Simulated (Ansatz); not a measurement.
BiRh:
```xyz
4
Lattice="4.1123 0.0000 0.0000 -2.0561 3.5613 0.0000 0.0000 0.0000 5.6325" Properties=species:S:1:pos:R:3 pbc="T T T"
Bi     0.0000     2.3742     1.4081
Bi     2.0561     1.1871     4.2244
Rh     0.0000     0.0000     2.8162
Rh     0.0000     0.0000     0.0000
```

Relaxed with PBEsol. Special points in fractions of this cell's reciprocal vectors: Γ (0.000, 0.000, 0.000); M (0.500, 0.000, 0.000); K (0.333, 0.333, 0.000); A (0.000, 0.000, 0.500); L (0.500, 0.000, 0.500); H (0.333, 0.333, 0.500).

List the band energies nearest the Fermi level at these points for DFT-PBEsol in the program Ansatz with PAW potentials.

In eV from the Fermi level; about four levels below and three above (degenerate sets whole), none deeper than 8.9 eV; points with the same levels are listed once.

```json
[
 {"k": "Γ", "below": "-1.99 -1.99 -0.95 -0.95", "above": "1.30 1.30 1.43"},
 {"k": "M", "below": "-1.62 -1.12 -0.98 -0.89", "above": "0.04 2.91 5.19"},
 {"k": "K", "below": "-1.30 -1.01 -1.01 -0.96", "above": "0.54 0.54 1.26 1.26"},
 {"k": "A", "below": "-2.05 -2.05 -2.05 -2.05 -0.27 -0.27", "above": "3.40 3.40 3.40 3.40"},
 {"k": "L", "below": "-1.73 -1.73 -1.50 -1.50", "above": "1.50 1.50 2.56 2.56"},
 {"k": "H", "below": "-0.96 -0.96 -0.57 -0.57", "above": "4.95 4.95 6.74 6.74"}
]
```

Space group P6_3/mmc (NiAs type). The workflow started from a Materials Project entry (that database holds measured and hypothetical structures alike); the Crystallography Open Database files this formula in space group No. 194, but the cells were not matched. Whether it is the stable phase at ambient conditions was not checked. Symmetry was held in the PBEsol relaxation; of distortions, only those at the zone centre were tested. No spin polarisation was allowed. Scalar-relativistic: spin–orbit coupling is off unless named, which matters more the heavier the elements.

Potentials: the later of the program's two PAW sets.
